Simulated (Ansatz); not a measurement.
An Ansatz (a program for electronic structure) input:

Ansatz 0.2 input:
```yaml
crystal:
  lattice:
    - [3.6132557325, 0.0, 0.0]
    - [-1.8066278663, 3.1291712547, 0.0]
    - [0.0, 0.0, 16.2325515006]
  atoms:
    - { symbol: K, position: [0.0, 0.0, 0.0] }
    - { symbol: K, position: [0.0, 0.0, 0.5] }
    - { symbol: Se, position: [0.3333333333, 0.6666666667, 0.1500858285] }
    - { symbol: Se, position: [0.6666666667, 0.3333333333, 0.6500858285] }
    - { symbol: Se, position: [0.3333333333, 0.6666666667, 0.3499141715] }
    - { symbol: Se, position: [0.6666666667, 0.3333333333, 0.8499141715] }
    - { symbol: Nb, position: [0.0, 0.0, 0.25] }
    - { symbol: Nb, position: [0.0, 0.0, 0.75] }
kpoints:
  mp_grid: { grid: [7, 7, 2] }
  band_path:
    path:
      - [[0.0, 0.0, 0.0], [0.5, 0.0, 0.0], [0.3333333333, 0.3333333333, 0.0], [0.0, 0.0, 0.0], [0.0, 0.0, 0.5], [0.5, 0.0, 0.5], [0.3333333333, 0.3333333333, 0.5], [0.0, 0.0, 0.5]]  # Γ-M-K-Γ-A-L-H-A
      - [[0.5, 0.0, 0.5], [0.5, 0.0, 0.0]]  # L-M
      - [[0.3333333333, 0.3333333333, 0.5], [0.3333333333, 0.3333333333, 0.0]]  # H-K
      - [VBM, CBM]
    npoints: 8
hamiltonian:
  xc: r2scan
  pseudopotentials: { kind: paw }
magnetization: { noncollinear: true, spin_orbit: true }
scf:
  n_extra_bands: 16
  convergence: { dr2_threshold: 0.0000000001 }
  occupations: { method: gaussian, width: 0.01 }
checkpoint: { write: soc.run }
output: { eigenvalues: true }
```

Question: How many symmetry operations and irreducible k-points will the run report?

Answer: 24 operations, 16 of 98 k-points.

Question: With a cutoff of 500 eV, how many plane waves at Γ?

Answer: 4751.

It took very roughly 18 core-minutes on shared server cores.

Space group P6_3/mmc. The workflow started from an entry of the Crystallography Open Database (COD). Its standing as an ambient phase is unchecked. The r²SCAN relaxation kept the symmetry of its start; its stability against distortions is not shown here. The run is not spin-polarised.

Potentials: the later of the program's two PAW sets.

Ansatz is a plane-wave DFT program.
